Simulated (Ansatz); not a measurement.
The cell below belongs to a search over invented structures; it isn't taken from experiment.

Input and command of a plane-wave DFT calculation in Ansatz:

```yaml
crystal:
  lattice:
    - [7.1057171786, 0.212972643, 0.0]
    - [0.1064863215, 3.4699694947, 0.0]
    - [0.0, 0.0, 31.36]
  atoms:
    - { symbol: Mg, position: [-0.0026415832, 0.0124994119, 0.2480884545] }
    - { symbol: Mg, position: [0.4997587784, 0.0242522923, 0.2550982595] }
    - { symbol: Mg, position: [0.2286733119, 0.4809556766, 0.3229380238] }
    - { symbol: Mg, position: [0.7631524501, 0.5336072287, 0.3202507578] }
    - { symbol: S, position: [0.2468157663, 0.47895423, 0.2424420206] }
    - { symbol: S, position: [0.742924656, 0.5254403082, 0.2424751248] }
    - { symbol: S, position: [0.5091220869, -0.0312245937, 0.3303076183] }
    - { symbol: S, position: [0.0121945335, -0.0244845541, 0.334318108] }
  periodic: [true, true, false]
basis:
  ecutwfc: 420
kpoints:
  mp_grid: { grid: [2, 4, 1] }
hamiltonian:
  xc: pbe
  dispersion: d3bj
scf:
  occupations: { method: gaussian, width: 0.1 }
  lower_state_search: "off"
output:
  forces: true
  stress: true
  eigenvalues: true
relax:
  adjacent_minimum: "off"
  f_tol: 0.025
  max_steps: 60
  cell: { stress_2d_tol: 0.08 }
```

```bash
ansatz run input.yaml --threads 1 --pin off --max-ram 2560MiB --backend cpu --events-out ev --progress --plain --runs-dir out
```

Processor: Arm Neoverse V2, 1 thread, on a host shared with other jobs.

Question: Estimate time, memory and problem size.

Answer: About 74 s, peak memory 0.67 GiB. It solves 40 bands at 6 k points (after reduction by symmetry) with about 15501 plane waves (on the last cell), in 38 SCF iterations over 5 ionic steps.
